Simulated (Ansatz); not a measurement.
Trial structure of CaCu4Bi, not yet relaxed:

```cif
data_structure
_symmetry_space_group_name_H-M 'P 1'
_symmetry_Int_Tables_number 1
_cell_length_a 5.4711
_cell_length_b 5.4711
_cell_length_c 4.3938
_cell_angle_alpha 90.000
_cell_angle_beta 90.000
_cell_angle_gamma 120.000
_cell_volume 113.90
loop_
_atom_site_label
_atom_site_type_symbol
_atom_site_fract_x
_atom_site_fract_y
_atom_site_fract_z
_atom_site_occupancy
Ca1 Ca 0.00000 0.00000 0.00000 1
Cu1 Cu 0.66667 0.33333 0.00000 1
Cu2 Cu 0.00306 0.50153 0.50000 1
Cu3 Cu 0.49847 0.50153 0.50000 1
Cu4 Cu 0.49847 0.99694 0.50000 1
Bi1 Bi 0.33333 0.66667 0.00000 1
```

Computed with DFT PBE, scalar-relativistic, plane waves, PAW (Ansatz). Plane waves to 420 eV, a k mesh through Γ of 6×6×4 on the computed 6-atom cell and Gaussian smearing (0.10 eV); no spin polarisation.

Energies over the elements count from the elements' standard structures at the same level, with no fitted energy shifts.

Task: What does a single point on this coarse mesh give?

Result: The pressure is -1.4 GPa (the mean over three directions, positive in compression), the largest force is 1.19 eV/Å, and the energy is +0.02 eV/atom against the elements. The shortest distance is 2.70 Å.

Task: Is it a good guess?

Result: A good one: relaxing gains under 0.1 eV/atom (the start's value is from the coarse mesh, so the gain is rough) in 11 ionic steps and ends at −0.04 eV/atom on the finer mesh. The symmetry stays P-6m2 (No. 187). The volume per atom shrinks by 1.6 %, from 19.0 to 18.7 Å³. The shortest distance goes from 2.70 Å (Cu–Bi) to 2.50 Å (Cu–Cu). Conventional cell: a = 5.530 Å, c = 4.232 Å. Ca has 3 Bi at 3.19 Å, 3 Cu at 3.19 Å and 12 Cu at 3.49 Å; Cu on a site of symmetry -6m2 has 6 Cu at 2.56 Å, 3 Bi at 3.19 Å and 3 Ca at 3.19 Å; Bi is surrounded by 6 Cu at 2.75 Å, 3 Ca at 3.19 Å and 3 Cu at 3.19 Å; 1 more site not described.

The last run used a 12×12×10 mesh (in the run's order of axes) for its 6-atom cell and Gaussian smearing of 0.10 eV. The k mesh leaves some 4 meV/atom of noise in the energy of each metallic cell. These runs have no spin–orbit coupling, which can matter for Bi. The relaxation can't lower the symmetry of the start, and the grade says only how near the guess is to its own end. Symmetry constrained the relaxation, so the result can be a saddle point. Another cell of CaCu4Bi relaxed alike, in F-43m, lies 86 meV/atom lower, so this cell isn't the stable form at this level.
